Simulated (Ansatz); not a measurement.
# Property card for Ta$_{2}$O$_{5}$

Ta₂O₅:
```
CELL_PARAMETERS angstrom
      6.40993     2.43270     0.00000
     -6.40993     2.43270     0.00000
     -1.32028     0.00000     5.37223
ATOMIC_POSITIONS crystal
  Ta 0.38665 0.10610 0.76606
  Ta 0.10610 0.38665 0.73394
  Ta 0.61335 0.89390 0.23394
  Ta 0.89390 0.61335 0.26606
  O  0.44456 0.66505 0.52483
  O  0.66505 0.44456 0.97517
  O  0.55544 0.33495 0.47517
  O  0.33495 0.55544 0.02483
  O  0.72447 0.13429 0.87243
  O  0.13429 0.72447 0.62757
  O  0.27553 0.86571 0.12757
  O  0.86571 0.27553 0.37243
  O  0.10312 0.10312 0.75000
  O  0.89688 0.89688 0.25000
```

Space group C2/c (No. 15); conventional cell a = 12.820 Å, b = 4.865 Å, c = 5.532 Å, α = γ = 90.00°, β = 103.81°.

Method: DFT-r²SCAN in the program Ansatz with PAW potentials. Structure relaxed to zero pressure with the same functional. Other levels are named where they apply.

### Cell and energy

- Volume per atom = 11.97 Å³
- Density = 8.76 g/cm³
- Formation energy from the elements (no fitted shifts) = -3.07 eV/atom

### Electronic structure

- Band gap = 3.68 eV (indirect)
- Valence-band maximum = at Γ
- Conduction-band minimum = off the standard path, at k = (0.146, 0.292, 0.073) in fractions of the reciprocal vectors
- Smallest direct gap on the standard path = 3.88 eV
- Electron effective mass = 1.5, 1.7, 4.0 mₑ (principal values)
- Electron effective mass with spin–orbit coupling = 1.6, 2.1, 7.2 mₑ (principal values)
- Hole effective mass = 2.1, 4.7, 17 mₑ (principal values)
- Hole effective mass with spin–orbit coupling = 2.1, 4.8, 17 mₑ (principal values)
- HSE06 gap on the r²SCAN cell = 4.73 eV
- Gap with spin–orbit coupling = 3.64 eV

### Mechanics

Bulk modulus (Birch–Murnaghan fit): 133 GPa
Pressure derivative B′: 3.3

### Charges

Bader charges: Ta +3.05, O -1.30 to -1.16 e

The start of the workflow was typed in or built on a structure type; neither database checked (COD, Materials Project) lists it. COD files the formula under space group No. 49. Its standing as an ambient phase is unchecked. The r²SCAN relaxation kept the symmetry of its start; its stability against distortions is not shown here. The run is not spin-polarised. The references are the lowest solids computed at this level, not always the standard phases (solids in place of the gases). Scalar-relativistic: spin–orbit coupling is off unless named, which matters more the heavier the elements.

Potentials: the earlier of the program's two PAW sets.
